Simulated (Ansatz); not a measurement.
Starting cell, Sn (diamond):

```
CELL_PARAMETERS angstrom
      0.00000     3.28336     3.28336
      3.28336     0.00000     3.28336
      3.28336     3.28336     0.00000
ATOMIC_POSITIONS crystal
  Sn 0.25000 0.25000 0.25000
  Sn 0.00000 0.00000 0.00000
```

Two-dimensional scan of atom 1 (Sn, nearest neighbour Sn at 2.843 Å; its periodic images, 4.6 Å or more away, move with it): u runs along (0.707, 0.707, 0.000), v along (0.000, 0.000, 1.000) (Cartesian). Cell and other atoms are fixed.

Level of theory: r2SCAN (plane waves to 500 eV, PAW, scalar-relativistic; Ansatz, a program for electronic structure). k mesh 10×10×10 (Γ-centred), Fermi-Dirac smearing 0.05 eV. Stress and pressure are positive under compression. With partly filled bands, energies and forces of such displacements shift with the k mesh and the smearing. Sn was relaxed with its symmetry unable to fall. The last digit holds for this mesh only.

Changes of P (GPa) from the point u = 0.000 Å, v = 0.000 Å when one coordinate moves alone (two changes are said to add if the coupling is within 5 % of the smaller one, nearly so within 20 %):

```tsv
point	change
u = 0.000 Å, v = -0.430 Å	2.76
u = 0.000 Å, v = -0.215 Å	0.76
u = -0.430 Å, v = 0.000 Å	3.01
u = -0.215 Å, v = 0.000 Å	0.78
u = 0.215 Å, v = 0.000 Å	0.78
u = 0.430 Å, v = 0.000 Å	3.01
u = 0.000 Å, v = 0.215 Å	0.76
u = 0.000 Å, v = 0.430 Å	2.76
```

Problem. Do the two effects add at u = 0.430 Å, v = 0.430 Å? Give the computed change.

Solution. The sum of the single changes is 3.01 + (2.76) = 5.77; the calculation gives 2.88, so the coupling contributes -2.89 (over 20 % of the smaller single change, not additive).

(A displaced cell: forces are minus the slopes of the energy, force constants its curvatures, and phonons follow from these.)
